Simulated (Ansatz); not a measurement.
The relaxed structure here is a generated cell of Nb: the first start was made by placing the elements on the sites of a structure type, and the end was not matched to a known phase here, so it may be hypothetical. Known forms of Nb include space group No. 229.

A relaxed cell of Nb (Fmmm (No. 69)), relaxed on a k-mesh at least as fine as the one used below. These are PBEsol (plane waves to 420 eV, PAW, scalar-relativistic; Ansatz, an electronic-structure program) values and carry that method's errors. Γ-centred k-mesh 13×13×13 on the run's cell (coarser than for final values), Fermi–Dirac smearing 0.05 eV.

```
Nb
1.0
    0.00000     2.28636     5.00987
    1.59275     0.00000     5.00987
    1.59275     2.28636     0.00000
Nb
2
Cartesian
  1.59275   2.28636   8.66537
  1.59275   2.28636   1.35437
```

The atoms are displaced along an unstable phonon of this cell by (Å):

```json
[
 {"atom": "Nb1", "ux": "0.150", "uy": "0.000", "uz": "0.000"},
 {"atom": "Nb2", "ux": "-0.150", "uy": "0.000", "uz": "0.000"}
]
```

Question: What forces (eV/Å) and pressure result?

Answer: 
```
atom     Fx    Fy     Fz
----  -----  ----  -----
Nb1    0.31  0.00   0.18
Nb2   -0.31  0.00  -0.18
```

Pressure -0.4 GPa.

Question: Estimate the energy cost of the displacement in the harmonic approximation and compare with the calculation.

Answer: For a harmonic well ΔE = −½ Σ F·u = -0.047 eV a cell, or -23 meV/atom. The calculated energy relative to the undisplaced cell is -0.05 eV/atom, so anharmonic terms matter at this amplitude.

The undisplaced cell is probably no minimum: from this displacement the run went on to Im-3m (No. 229), 0.36 eV/atom below it.

No spin polarisation in the result.
